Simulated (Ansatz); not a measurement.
Computed with Ansatz (plane waves, PAW, 420 eV cutoff): PBEsol, scalar-relativistic, no spin polarisation, Γ-centred 10×10×8 mesh, 0.05 eV Gaussian smearing; PAW files: Ansatz's generated set soft_2.

A crystal of composition XGe2, relaxed at this level of theory, gives this pattern between 10° and 80°.

Cu Kα1 powder pattern (kinematic, no thermal factors).
```csv
2θ (°),relative intensity
23.88,17
33.27,100
41.99,45
46.62,11
48.88,3
53.04,4
54.59,25
64.53,25
66.37,2
69.85,2
71.18,22
76.72,8
77.89,9
```

**Question.** Which lattice and cell does the pattern come from?

**Answer.** Hexagonal, space group P6/mmm (No. 191), a = 4.300 Å, b = 4.300 Å, c = 3.894 Å, α = 90.00°, β = 90.00°, γ = 120.00°. The line positions fix the lattice at most, not the space group, and lines under 1 % of the strongest aren't listed; this is the group of the computed cell.

A compound XGe2 has these computed properties.

```
Band gap                                              : zero (metallic)
Density of states at the Fermi level                  : 0.64 states/(eV·atom)
f electrons (orthogonalised atomic orbitals)          : X 13.74
Formation energy from the elements (0 K, uncorrected) : -0.48 eV/atom
Bulk modulus (Birch–Murnaghan)                        : 52 GPa
```

Sites: X on 1a, Ge on 2d.

**Question.** Which element is X?
A. Tm
B. Er
C. Lu
D. Yb

**Answer.** D. X is Yb, so the compound is YbGe2.

The structure was built from a prototype; whether the compound forms in it isn't claimed.

Without a U the 4f levels of Yb lie too near the Fermi level, so their share of the states there, and what hangs on it, is overstated. No spin–orbit coupling, a notable omission for heavy elements. Spin polarisation wasn't allowed in this run, so with an open shell this may not be the ground state.
